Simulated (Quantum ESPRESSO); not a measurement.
## Calculated data, Hf3ScGa4 (simulated cell)

Calculation on a made-up metal alloy cell, not a measurement: no spin or spin-orbit, unrelaxed, 2900 K smearing, stress positive in tension, cell energy less fitted offsets; periodic Kohn-Sham density functional theory in plane waves with PseudoDojo standard norm-conserving scalar-relativistic pseudopotentials, each functional with its own files (v0.5 for PBE, v0.4.1 for LDA and PBEsol), eight atoms on drawn sites of a strained close-packed or body-centred lattice, each displaced and held fixed; the energy is the cell's free energy, ions and the entropy term -TS included, at the stated Fermi-Dirac width, less a fixed offset for each atom's element (shifted free energy); compositions with an open d shell lost a parallel starting moment in a cheaper test run, and other magnetic orders were not tried; an error bar is the largest change of its kind in a tighter rerun, never given below 0.002 eV, 0.02 GPa or 0.003 eV/angstrom, and covers cutoff and k-mesh only, not smearing or the files. Program: Quantum ESPRESSO 7.5.

## Hf3ScGa4 (simulated cell)

```
Hf3ScGa4
1.0
      0.0000     5.4453     0.0000
      3.1438     0.0000     5.0414
      3.1438     0.0000    -5.0414
Hf Ga Hf Ga Sc Ga
1 1 2 2 1 1
Direct
  -0.01359 -0.00425 -0.01420
  0.00340 0.48895 0.50224
  0.30740 0.25131 0.73925
  0.34184 0.78343 0.26756
  0.50967 0.20859 0.23737
  0.50803 0.72004 0.72954
  0.83889 0.00185 0.51813
  0.86223 0.48139 -0.00080
```

```
lattice type             : hexagonal close-packed
functional               : pbe
cutoff                   : 1088 eV
fermi dirac smearing     : 0.25 eV
electrons removed        : 0
run command              : mpirun -np 4 pw.x -nk 4 -in in
run processor            : Intel Xeon, 2023 or later, virtual cores
k mesh                   : 4 x 5 x 5 shifted half a step off Gamma on each axis
entropy term negative ts : -1.262 eV
pressure                 : -6.48 GPa
stress xx                : 7.47 GPa
stress yy                : 5.18 GPa
stress zz                : 6.78 GPa
stress yz                : 0.15 GPa
stress xz                : 0.47 GPa
stress xy                : -0.41 GPa
shifted free energy      : -0.97 eV
```

Atoms:
```tsv
atoms element	atom site	atom energy offset (eV)
Hf	1	-1535.13
Ga	2	-2081.03
Hf	3	-1535.13
Hf	4	-1535.13
Ga	5	-2081.03
Ga	6	-2081.03
Sc	7	-1317.21
Ga	8	-2081.03
```

Forces:
```tsv
site	x (eV/Å)	y (eV/Å)	z (eV/Å)
1	0.063	0.571	-1.154
2	0.033	-0.115	0.386
3	1.032	1.1	0.154
4	-1.567	-0.18	-0.92
5	0.297	-0.224	0.708
6	0.296	-0.187	0.214
7	-0.693	-0.589	0.525
8	0.539	-0.376	0.088
```

Notes: heavy elements are run without spin-orbit coupling, which real alloys of them have; a spin test at this wide smearing found no moment, but such smearing suppresses magnetism that the real alloy may have; lattice, volume and sites are drawn at random and may be unstable or far from any real phase; energies are for the whole cell, less offsets fitted to these runs, so they are not formation energies; error bars: energy 0.002 eV, stress 0.16 GPa, force 0.0084 eV/Å, from a tighter rerun of a related cell, whose elements or sites may differ; 13 SCF iterations, 205 s of wall time on a shared machine.
